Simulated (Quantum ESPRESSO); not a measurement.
## Kohn-Sham bands of NaF (rock salt)

```
NaF
1.0
    0.00000     2.28590     2.28590
    2.28590     0.00000     2.28590
    2.28590     2.28590     0.00000
Na F
1 1
Direct
  0.00000   0.00000   0.00000
  0.50000   0.50000   0.50000
```

Cell from Materials Project (mp-682), symmetrised, no further relaxation. COD (Crystallography Open Database) has an entry of this formula and space group (matched by these alone). Method: PBEsol plane waves in Quantum ESPRESSO 7.5 (PseudoDojo norm-conserving files, 71 Ry, no spin polarisation, no spin-orbit coupling), Bloch states on a 12×12×12 mesh through Γ, Wannier90 4.0.1. Density: 12×12×12 mesh, cold smearing 0.01 Ry.

Task: List the Kohn-Sham levels between −8 and 9.4 eV relative to the valence-band maximum at the high-symmetry points, as a band run of pw.x on that density gives them (levels within 2 meV counted together).

Result: 
```
point  k (reciprocal lattice)          levels (eV)
-----  ----------------------  -------------------
Γ           0.000 0.000 0.000      0.00 (×3), 6.42
X           0.500 0.000 0.500    -1.36, -0.43 (×2)
U           0.625 0.250 0.625  -1.13, -0.89, -0.39
K           0.375 0.375 0.750  -1.13, -0.89, -0.39
L           0.500 0.500 0.500    -1.69, -0.28 (×2)
W           0.500 0.250 0.750    -0.93 (×2), -0.61
```
